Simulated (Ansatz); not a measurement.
Be:
```yaml
crystal:
  lattice:
    - [2.26179, 0.00000, 0.00000]
    - [-1.13089, 1.95876, 0.00000]
    - [0.00000, 0.00000, 3.56925]
  atoms:
    - { symbol: Be, position: [0.33333, 0.66667, 0.75000] }
    - { symbol: Be, position: [0.66667, 0.33333, 0.25000] }
```

This is the r²SCAN-relaxed structure.

### Question
All from r²SCAN in the plane-wave PAW code Ansatz, unless another level is named. Estimate the vibrational entropy at 300 K.

### Answer
8.7 J/(K·mol of atoms).

### Question
Give the bulk modulus (Birch–Murnaghan fit).

### Answer
124 GPa.

Space group P6_3/mmc (hcp (Mg type)). The r²SCAN relaxation kept the symmetry of its start; phonons on a q-mesh show no instability.

Potentials: the later of the program's two PAW sets.
